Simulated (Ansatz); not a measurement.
# Relaxation path: Mo (simple hexagonal type)

DFT, LDA, PAW with Ansatz's default frozen-core files, scalar-relativistic (Ansatz 0.2.0); a Γ-centred 17×17×15 k mesh, Fermi–Dirac smearing of 0.05 eV, no spin polarisation. The run relaxes cell and atoms at a target pressure of 6.5 GPa.

Command: `ansatz run input.yaml --threads 1 --pin off --max-ram 3584MiB --backend cpu --events-out ev --progress --plain --runs-dir out` It took 17 s on 1 thread of Arm Neoverse V2, on a shared host, peak memory 0.32 GiB.

PAW: frozen-core files, cutoff 420 eV; forces are relaxed below 0.005 eV/Å.

Each step lists its enthalpy F + pV a cell above the last geometry, the pressure, the cell vectors (Å), and Cartesian positions (Å) with forces (eV/Å).

The first step:

```
step 1  dH = 20.43 meV  P = 10.38 GPa
  cell 2.6597 0.0000 0.0000  -1.3299 2.3034 0.0000  0.0000 0.0000 2.5002
  Mo 0.0000 0.0000 0.0000   0.0000 0.0000 0.0000
```

The PAW files were made under PBE.

The symmetry of the start is kept and no stability test is made, so the end need not be the stable phase.

Task: Where does the relaxation end, and by which steps?

Result: After 6 geometries, with conventional a, b, c = 2.707, 2.707, 2.444 Å, at 15.515 Å³/atom (+1.29 % against the start) in space group P6/mmm, with a shortest distance of 2.444 Å. The further steps:
```
step 2  dH = 6.16 meV  P = 1.02 GPa
  cell 2.7227 0.0000 0.0000  -1.3614 2.3579 0.0000  0.0000 0.0000 2.4689
  Mo 0.0000 0.0000 0.0000   0.0000 0.0000 0.0000
step 3  dH = 0.82 meV  P = 4.77 GPa
  cell 2.7092 0.0000 0.0000  -1.3546 2.3462 0.0000  0.0000 0.0000 2.4567
  Mo 0.0000 0.0000 0.0000   0.0000 0.0000 0.0000
step 4  dH = 0.04 meV  P = 6.65 GPa
  cell 2.7085 0.0000 0.0000  -1.3542 2.3456 0.0000  0.0000 0.0000 2.4410
  Mo 0.0000 0.0000 0.0000   0.0000 0.0000 0.0000
step 5  dH = 0.00 meV  P = 6.48 GPa
  cell 2.7074 0.0000 0.0000  -1.3537 2.3446 0.0000  0.0000 0.0000 2.4443
  Mo 0.0000 0.0000 0.0000   0.0000 0.0000 0.0000
step 6  dH = 0.00 meV  P = 6.50 GPa
  cell 2.7074 0.0000 0.0000  -1.3537 2.3446 0.0000  0.0000 0.0000 2.4441
  Mo 0.0000 0.0000 0.0000   0.0000 0.0000 0.0000
step 7  dH = -0.03 meV  P = 6.50 GPa  (same geometry on a basis chosen anew; earlier energies don't compare to the last digit)
  cell 2.7074 0.0000 0.0000  -1.3537 2.3446 0.0000  0.0000 0.0000 2.4441
  Mo 0.0000 0.0000 0.0000   0.0000 0.0000 0.0000
```
